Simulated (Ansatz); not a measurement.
AlRu:
```cif
data_AlRu
_chemical_formula_sum 'Al1 Ru1'
_space_group_name_H-M_alt 'P 1'
_space_group_IT_number 1
_cell_length_a 2.95380
_cell_length_b 2.95380
_cell_length_c 2.95380
_cell_angle_alpha 90.000
_cell_angle_beta 90.000
_cell_angle_gamma 90.000
loop_
_space_group_symop_operation_xyz
  'x, y, z'
loop_
_atom_site_label
_atom_site_type_symbol
_atom_site_fract_x
_atom_site_fract_y
_atom_site_fract_z
_atom_site_occupancy
Al1 Al 0.00000 0.00000 0.00000 1
Ru1 Ru 0.50000 0.50000 0.50000 1
```

This is the LDA-relaxed structure.

Task: All from plane-wave PAW LDA (Ansatz code), unless another level is named. Predict the Young's modulus.

Result: 306 GPa.

Task: And the elastic constants (relaxed ions, GPa)?

Result: C11 = 358, C12 = 168, C44 = 140.

Task: Give the highest zone-centre frequency.

Result: 325 cm⁻¹.

Space group Pm-3m (CsCl type). The cell was relaxed with LDA under the symmetry of its start; of distortions, only those at the zone centre were tested. The run is not spin-polarised. As this level gives no gap, shear constants depend on the k-mesh and smearing (Fermi–Dirac, 0.1 eV here). As this level gives no gap, phonon frequencies hold no LO–TO term and depend on the k-mesh and smearing (Fermi–Dirac, 0.1 eV here).

Potentials: the earlier of the program's two PAW sets.
